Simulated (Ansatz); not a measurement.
Values for one crystal, relaxed and computed with PBE in the plane-wave PAW code Ansatz; other levels are named.

| Item | Value |
|---|---|
| Volume per atom | 8.27 Å³ |
| Electronic character | metallic (no gap) |
| Density of states at the Fermi level | 0.12 states/eV per atom (mean over ±0.08 eV) |
| Formation energy from the elements (no fitted shifts) | 430 meV/atom |

Question: Pick the material that matches.
A. CoC6, Amm2 (Pearson symbol oS14)
B. WC, P-6m2 (W on 1a, C on 1f)
C. AlMo2C, P6_3/mmc (Al on 2d, Mo on 4f, C on 2a)
D. SnC8, P6/mmm (C on 6l, C on 2c, Sn on 1b)

Answer: A, CoC6, Amm2 (Pearson symbol oS14)

The start of the workflow was typed in or built on a structure type; neither database checked (COD, Materials Project) lists it. Its standing as an ambient phase is unchecked. Symmetry was held in the PBE relaxation; its stability against distortions is not shown here. Spin order of the final state: ferromagnetic, the only order run, not a proven ground state. The cell computed holds one magnetic atom, so no antiferromagnetic order was within reach. Its formation energy is positive at this level, so the cell may be metastable or incomplete. The references are the lowest solids computed at this level, not always the standard phases.

Potentials: the earlier of the program's two PAW sets.
